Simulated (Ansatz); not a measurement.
# Computed properties of Sr3SnO

Sr3SnO:
```cif
data_OSnSr3
_chemical_formula_sum 'Sr3 O1 Sn1'
_space_group_name_H-M_alt 'P 1'
_space_group_IT_number 1
_cell_length_a 5.09184
_cell_length_b 5.09184
_cell_length_c 5.09184
_cell_angle_alpha 90.000
_cell_angle_beta 90.000
_cell_angle_gamma 90.000
loop_
_space_group_symop_operation_xyz
  'x, y, z'
loop_
_atom_site_label
_atom_site_type_symbol
_atom_site_fract_x
_atom_site_fract_y
_atom_site_fract_z
_atom_site_occupancy
Sr1 Sr 0.00000 0.50000 0.50000 1
Sr2 Sr 0.50000 0.00000 0.50000 1
Sr3 Sr 0.50000 0.50000 0.00000 1
O1 O 0.50000 0.50000 0.50000 1
Sn1 Sn 0.00000 0.00000 0.00000 1
```

Space group Pm-3m (No. 221), anti-perovskite; conventional cell a = b = c = 5.092 Å, α = β = γ = 90.00°.

Method: DFT-PBEsol in the program Ansatz with PAW potentials. Geometry: relaxed at this level of theory. Other levels are named where they apply.

### Cell and energy

Volume per atom: 26.40 Å³
Density: 5.00 g/cm³
Formation energy from the elements (no fitted shifts): -1.56 eV/atom

### Electronic structure

* **Electronic character**: no gap, with almost no states at the Fermi level (zero-gap or semimetallic)
* **Density of states at the Fermi level**: 0.01 states/eV per atom (mean over ±0.08 eV)
* **HSE06 gap on the PBEsol cell**: 0.16 eV (a hybrid on a coarse mesh can open a false gap in a semimetal)
* **Gap with spin–orbit coupling**: none (metallic)

### Mechanics

* **Bulk modulus (Birch–Murnaghan fit)**: 48.8 GPa
* **Pressure derivative B′**: 4.4
* **Elastic constants (relaxed ions, GPa)**: C11 = 96.7, C12 = 24.8, C44 = 41.3
* **Mechanical stability**: stable (all eigenvalues of C positive)
* **Hill bulk and shear moduli**: 48.8 and 39.1 GPa
* **Young's modulus**: 92.5 GPa
* **Poisson's ratio**: 0.18
* **Debye temperature from the elastic constants**: 308 K

### Charges

* **Bader charges**: Sr +1.25, O -1.50, Sn -2.24 e

The workflow started from an entry of the Crystallography Open Database (COD). Its standing as an ambient phase is unchecked. The cell was relaxed with PBEsol under the symmetry of its start; its stability against distortions is not shown here. A small band overlap can be real or an error of a semilocal functional. As this level gives no gap, shear constants depend on the k-mesh and smearing (Fermi–Dirac, 0.1 eV here). The references are the lowest solids computed at this level, not always the standard phases (solids in place of the gases). Spin–orbit coupling is left out wherever it is not named.

Potentials: the later of the program's two PAW sets.
